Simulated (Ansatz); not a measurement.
**RbVF$_{3}$: the gap against volume**

RbVF$_{3}$, Pm-3m, a = 4.151 Å. The structure is a COD entry; whether it is the stable form wasn't checked. Ansatz: PBEsol, PAW, 420 eV, Γ-centred 8×8×8 mesh on 5 atoms, Gaussian smearing 0.02 eV; collinear spin, largest moment 2.2 μB. Symmetry fixes shape and atoms, so the cell is only scaled; x = ln(V/V0) with V0 = 14.306 Å³/atom. The gap is read at the mesh points alone.

| x | gap y (eV) |
| --- | --- |
| -0.1278 | 0.605 |
| -0.0943 | 0.595 |
| -0.0619 | ? |
| -0.0305 | 0.579 |
| 0.0000 | 0.573 |
| 0.0296 | 0.568 |
| 0.0583 | 0.563 |
| 0.0953 | 0.559 |

Task: Fit a straight line to the other rows, give the volume deformation potential of the gap and its pressure coefficient, and predict the missing gap. B0 = 77.5 GPa.

Result: Means x = -0.009914, y = 0.57743; Σ(Δx)² = 0.03882, ΣΔxΔy = -0.008105; the slope is their ratio. y = 0.5754 − 0.2088 x. The slope is the deformation potential a = dE_g/d ln V = -0.21 eV, and dE_g/dP = −a/B0 = 2.69 meV/GPa. With a term in x² added, the coefficient of x becomes -0.1911, 8 % less, which shows how far this figure hangs on the form. At x = -0.0619 the fit asked for gives 0.588 eV. The run gave 0.586 eV, so the fit is 0.002 eV too high, within the rms miss on the fitted rows (0.002 eV): the form describes this series only roughly.

The cell holds one magnetic atom, so it can only be ferromagnetic; an antiferromagnetic order may lie lower. The gap lies between magnetic d or f levels as this functional and this order place them; the measured one can be wider, narrower or absent.

Symmetry holds off the tilts and polar distortions that many cubic perovskites undergo.

Cost: 8 runs of about 2.2 core-minutes in all, on Arm Neoverse V2 (shared hosts).